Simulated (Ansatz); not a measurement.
Cu Kα1 powder pattern (kinematic, no thermal factors).
| 2θ (°) | relative intensity |
| --- | --- |
| 17.33 | 20 |
| 18.45 | 5 |
| 18.57 | 4 |
| 22.40 | 2 |
| 28.29 | 58 |
| 28.62 | 50 |
| 29.71 | 100 |
| 31.07 | 3 |
| 33.02 | 56 |
| 35.06 | 21 |
| 37.21 | 2 |
| 37.65 | 2 |
| 39.12 | 2 |
| 41.77 | 1 |
| 42.24 | 2 |
| 42.91 | 3 |
| 44.79 | 1 |
| 45.28 | 2 |
| 45.71 | 17 |
| 48.72 | 30 |
| 49.03 | 15 |
| 49.13 | 27 |
| 49.45 | 2 |
| 52.39 | 1 |
| 55.28 | 16 |
| 55.66 | 14 |
| 57.57 | 15 |
| 57.76 | 13 |
| 58.52 | 6 |
| 58.65 | 6 |
| 58.66 | 1 |
| 59.19 | 5 |
| 59.25 | 4 |
| 59.63 | 11 |
| 60.18 | 1 |
| 60.40 | 1 |
| 61.69 | 9 |
| 64.27 | 2 |
| 64.78 | 3 |
| 64.83 | 2 |
| 66.67 | 1 |
| 69.27 | 9 |
| 71.23 | 1 |
| 73.75 | 3 |
| 74.10 | 3 |
| 74.24 | 2 |
| 76.41 | 4 |
| 77.77 | 6 |
| 78.72 | 3 |
| 79.17 | 2 |
| 79.63 | 6 |
| 79.75 | 5 |
| 79.87 | 5 |
| 80.34 | 4 |
| 80.38 | 3 |
| 81.38 | 5 |
| 83.23 | 4 |
| 83.85 | 2 |
| 86.47 | 5 |
| 87.40 | 3 |

The pattern is computed from a structure relaxed with DFT PBE, scalar-relativistic, plane waves, PAW (Ansatz). No spin polarisation. Its elements are Ge, O, Sn.

**Question.** Give the structure.

**Answer.** Sn₃GeO₄.
Space group Cm (No. 8). a = 7.933 Å, b = 7.426 Å, c = 6.436 Å, α = 90.00°, β = 127.38°, γ = 90.00°
```tsv
atom	site	symmetry	x	y	z
Sn	2a	m	0.6290	0.0000	0.2592
Sn	4b	1	0.1114	0.7463	0.7272
Ge	2a	m	0.6069	0.5000	0.2889
O	4b	1	0.7541	0.2874	0.4996
O	2a	m	0.5621	0.0000	0.5280
O	2a	m	0.9716	0.0000	0.4706
```

A pattern alone doesn't exclude other cells with like lines; this is the one computed.

It was reached by relaxing an invented guess, and it needn't be the stable form of this composition. No dispersion correction is applied, so the spacing between layers, chains or molecules is poorly fixed.
